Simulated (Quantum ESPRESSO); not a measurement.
# Planted mistakes on one cell of Zn2AlS3Cl

These are calculations, not measurements. They come from pw.x of Quantum ESPRESSO 7.5, a plane-wave density functional program, with PseudoDojo standard norm-conserving files (v0.5 for PBE, v0.4.1 for LDA and PBEsol). The cells are made up: elements, strain and atom displacements were drawn at random, and nothing was relaxed. There is no spin polarisation, spin-orbit coupling or dispersion term.

The cell has 8 sites of a wurtzite lattice (rectangular cell). Sites 1 to 4 hold empty Zn Al Zn; sites 5 to 8 hold S S Cl S. Cell vectors in Å: (3.807, 0.004, 0.045); (0.008, 6.503, 0.106); (0.073, 0.100, 6.114). Settings: PBE, cutoff 1143 eV, 5 x 4 x 4 k mesh shifted by half a step, Fermi-Dirac smearing of 0.025 eV.

The intended run has a self-consistency threshold of 1e-07 eV, a smearing term of 0.000 eV, a pressure of 1.03 GPa and 10 iterations. Each further run changes one thing: all lengths scaled by 0.9827; atoms of sites 2 and 3 exchanged; cutoff 792 eV; k mesh 2 x 2 x 2; one electron removed; smearing 0.44 eV. A coarse mesh keeps the shift, and a charged cell sits in a uniform background.

| run | change of free energy (eV) | smearing term -TS (eV) | change of P (GPa) | largest change of a force component (eV/Å) | iterations |
| --- | --- | --- | --- | --- | --- |
| A | -4.860 | -0.016 | -12.08 | 0.612 | 12 |
| B | -0.061 | -0.291 | 0.26 | 0.094 | 11 |
| C | -0.034 | 0.000 | 0.08 | 1.934 | 10 |
| D | 2.859 | 0.000 | -27.76 | 0.011 | 10 |
| E | -0.556 | 0.000 | -0.64 | 0.108 | 10 |
| F | 0.140 | 0.000 | 3.95 | 0.345 | 10 |

A rerun of the intended cell at 1437 eV and k mesh 7 x 6 x 6 moved values by no more than 0.005 eV in the cell's energy, 0.05 GPa in stress and 0.002 eV/Å in force.

Question: which change belongs to which run?

## Worked reading

Run B has the largest smearing term, as wide smearing gives. Run D has a higher energy and the largest fall in pressure, as too small a basis gives. Run F changes the volume by a factor of 0.9490; minus its pressure change over the logarithm of that factor, 75 GPa, is a rough bulk modulus with clamped atoms. Energies from files of another functional, or of a charged cell, have another zero and say nothing on stability; the pressure of a charged cell rests on the program's zero of potential too.

## Key

| run | change |
| --- | --- |
| A | one electron removed |
| B | smearing 0.44 eV |
| C | atoms of sites 2 and 3 exchanged |
| D | cutoff 792 eV |
| E | k mesh 2 x 2 x 2 |
| F | all lengths scaled by 0.9827 |